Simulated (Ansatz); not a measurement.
A geometry of AlNi away from equilibrium: the start of the relaxation of a relaxed AlNi cell, doubled along one cell vector, shaken by Gaussian noise of σ = 0.08 Å a coordinate. The numbers are results of PBE (plane waves to 420 eV, PAW, scalar-relativistic; Ansatz, a program for electronic structure), not measurements. Γ-centred k-mesh 5×10×6 on the run's cell (coarser than for final values), Fermi–Dirac smearing 0.05 eV.

```xyz
8
Lattice="6.2345 0.0000 0.0000 0.0000 3.1172 0.0000 0.0000 0.0000 5.2315" Properties=species:S:1:pos:R:3:forces:R:3 pbc="T T T" free_energy=-25511.937 pressure_GPa=1.7
Al     1.5299     0.1300     3.4641   -0.1487   -0.9869    0.1961
Al     4.6925    -0.0448     3.4797   -1.0709    0.4719    0.2138
Al    -0.1418     1.6694     1.8473    0.4965   -0.8854    0.0032
Al     3.0746     1.4648     1.8045   -0.0036    0.6429   -0.1001
Ni     1.4118    -0.1115     0.8573    0.4132    0.8228   -0.5070
Ni     4.7224     0.1252     0.7551   -0.4660   -0.6677   -0.0022
Ni    -0.0886     1.5242     4.4495    0.5031    0.4990    0.5224
Ni     3.0313     1.5813     4.5689    0.2765    0.1033   -0.3262
```

Positions in Å, forces in eV/Å, free energy of the cell in eV (comparable only within this code, potentials and settings). Largest force: 1.19 eV/Å, on Al2 (atoms numbered as listed); the geometry lies 0.07 eV/atom above the end of its relaxation.

No spin polarisation in the result. A magnetic state may lie lower.

The end of the path is a generated cell of AlNi: the first start was made by placing the elements on the sites of a structure type, and the end was not matched to a known phase here, so it may be hypothetical. Known forms of AlNi include space group No. 221.
